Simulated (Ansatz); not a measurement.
The relaxed structure here is a generated cell of MgO: the first start was made by placing the elements on the sites of a structure type, and the end was not matched to a known phase here, so it may be hypothetical. Known forms of MgO include space group No. 225.

The end point of a relaxation of MgO. Computed with r2SCAN (plane waves to 500 eV, PAW, scalar-relativistic; Ansatz, a quantum-chemistry and plane-wave program).

```cif
data_MgO
_chemical_formula_sum 'Mg1 O1'
_space_group_name_H-M_alt 'P 1'
_space_group_IT_number 1
_cell_length_a 2.62511
_cell_length_b 2.62511
_cell_length_c 2.62511
_cell_angle_alpha 90.000
_cell_angle_beta 90.000
_cell_angle_gamma 90.000
loop_
_space_group_symop_operation_xyz
  'x, y, z'
loop_
_atom_site_label
_atom_site_type_symbol
_atom_site_fract_x
_atom_site_fract_y
_atom_site_fract_z
_atom_site_occupancy
Mg1 Mg 0.00000 0.00000 0.00000 1
O1 O 0.50000 0.50000 0.50000 1
```

Problem. Find the space group and the Wyckoff positions (tolerance 0.01 Å).

Solution. Space group Pm-3m (No. 221); a = 2.6251 Å, b = 2.6251 Å, c = 2.6251 Å, α = 90.00°, β = 90.00°, γ = 90.00°

```
atom  site  symmetry       x       y       z
----  ----  --------  ------  ------  ------
Mg      1a      m-3m  0.0000  0.0000  0.0000
O       1b      m-3m  0.5000  0.5000  0.5000
```

This is the CsCl type.

Problem. Give the shortest distances between elements (the closest pairs, up to four, under 3.6 Å).

Solution. Mg–O 2.27 Å; O–O 2.63 Å; Mg–Mg 2.63 Å.

```json
{
  "volume_per_atom": "9.05 Å³",
  "density": "3.70 g/cm³",
  "band_gap": "3.49 eV, indirect (valence top at M, conduction bottom at Γ) (no spin-orbit coupling)",
  "smallest_direct_gap": "4.54 eV at Γ"
}
```

No spin polarisation in the result.

The run could not lose the symmetry of its start, so the end can be a saddle point.

All atoms sit on sites fixed by symmetry, so only the cell could relax.
